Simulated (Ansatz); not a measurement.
NaF:
```cif
data_FNa
_chemical_formula_sum 'Na1 F1'
_space_group_name_H-M_alt 'P 1'
_space_group_IT_number 1
_cell_length_a 3.32382
_cell_length_b 3.32382
_cell_length_c 3.32382
_cell_angle_alpha 60.000
_cell_angle_beta 60.000
_cell_angle_gamma 60.000
loop_
_space_group_symop_operation_xyz
  'x, y, z'
loop_
_atom_site_label
_atom_site_type_symbol
_atom_site_fract_x
_atom_site_fract_y
_atom_site_fract_z
_atom_site_occupancy
Na1 Na 0.00000 0.00000 0.00000 1
F1 F 0.50000 0.50000 0.50000 1
```

Relaxed with PBE.

Task: Which orbitals make up the states near the band edges in plane-wave PAW PBE (Ansatz code)?

Result: Top 1 eV of the valence band: F 2p 98 %. Bottom 1 eV of the conduction band: Na 3s 74 %, F 2s 16 %, outside the projected shells 5 %. Projections are on Löwdin-orthogonalised atomic valence shells; empty p or d shells of many metals are not among them.

Task: Tabulate the density of states.

Result: States/eV per cell of 2 atoms, in 0.25 eV bins, energy from the valence-band maximum.

```csv
E (eV),total,F 2p,Na 3s,F 2s
-1.60,0.00,0.00,0.00,0.00
-1.35,1.24,1.14,0.10,0.00
-1.10,5.18,4.84,0.27,0.01
-0.85,1.59,1.50,0.07,0.01
-0.60,3.25,3.17,0.03,0.00
-0.35,9.21,9.11,0.02,0.00
-0.10,3.53,3.50,0.00,0.00
0.15,0.00,0.00,0.00,0.00
0.40,0.00,0.00,0.00,0.00
0.65,0.00,0.00,0.00,0.00
0.90,0.00,0.00,0.00,0.00
1.15,0.00,0.00,0.00,0.00
1.40,0.00,0.00,0.00,0.00
1.65,0.00,0.00,0.00,0.00
1.90,0.00,0.00,0.00,0.00
2.15,0.00,0.00,0.00,0.00
2.40,0.00,0.00,0.00,0.00
2.65,0.00,0.00,0.00,0.00
2.90,0.00,0.00,0.00,0.00
3.15,0.00,0.00,0.00,0.00
3.40,0.00,0.00,0.00,0.00
3.65,0.00,0.00,0.00,0.00
3.90,0.00,0.00,0.00,0.00
4.15,0.00,0.00,0.00,0.00
4.40,0.00,0.00,0.00,0.00
4.65,0.00,0.00,0.00,0.00
4.90,0.00,0.00,0.00,0.00
5.15,0.00,0.00,0.00,0.00
5.40,0.00,0.00,0.00,0.00
5.65,0.00,0.00,0.00,0.00
5.90,0.00,0.00,0.00,0.00
6.15,0.01,0.00,0.01,0.00
6.40,0.04,0.00,0.03,0.01
6.65,0.06,0.00,0.05,0.01
6.90,0.08,0.01,0.06,0.01
7.15,0.10,0.01,0.08,0.01
7.40,0.12,0.01,0.09,0.02
7.65,0.14,0.01,0.11,0.02
7.90,0.16,0.01,0.12,0.02
8.15,0.18,0.02,0.14,0.02
8.40,0.20,0.02,0.16,0.02
8.65,0.23,0.02,0.18,0.02
8.90,0.25,0.02,0.20,0.02
9.15,0.28,0.02,0.23,0.02
9.40,0.31,0.03,0.25,0.02
9.65,0.34,0.03,0.27,0.02
9.90,0.37,0.03,0.30,0.01
10.15,0.41,0.03,0.32,0.01
10.40,0.48,0.03,0.33,0.01
10.65,0.54,0.02,0.32,0.01
10.90,0.52,0.02,0.30,0.01
```

Space group Fm-3m (rock salt). The cell was relaxed with PBE under the symmetry of its start.

Potentials: the earlier of the program's two PAW sets.
